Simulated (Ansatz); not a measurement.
# Notes on MoPb

```
Pb Mo
1.0
     3.20488    0.00000    0.00000
     0.00000    3.20488    0.00000
     0.00000    0.00000    4.30406
Pb Mo
1 1
Direct
  0.00000 0.00000 0.00000
  0.50000 0.50000 0.50000
```

Level: r2SCAN, no spin polarisation; 500 eV; 10×10×8 Γ-centred mesh; fermi-dirac occupations (width 0.1 eV); Ansatz 0.2.0, fixed geometry.

Q: Is there a gap?

A: It is a metal, with about 3.8 states/eV a cell as the mean within 0.25 eV of the Fermi level, mostly Mo d (88 %).

Q: Describe some of the short contacts.

A: Pb–Mo at 3.13 Å: least valence density 0.20 e/Å³ and ELF 0.25 there. Pb–Pb at 3.20 Å: least valence density 0.18 e/Å³ and ELF 0.20 there. Mo–Mo at 3.20 Å: least valence density 0.21 e/Å³ and ELF 0.42 there. These are pseudo-fields; inside the PAW spheres they differ from the all-electron ones.

Q: Is it stable against the elements?

A: 1.18 eV an atom against the elements' usual phases (free molecules for gases, crystals otherwise, with no correction for O₂ or N₂), so at this geometry it isn't bound against them. Relaxing would lower it.

Q: What does the stress say?

A: The pressure is -10.4 GPa (compression positive), so with the atoms held at these fractions the cell would first shrink. The principal stresses -12.8, -9.2, -9.2 GPa differ, so its shape would change too.

Origin: a known structure type with other elements, at an estimated volume, so it need not be a known compound. Caveats: many states at the Fermi level without spin polarisation, so a magnetic state may lie lower.
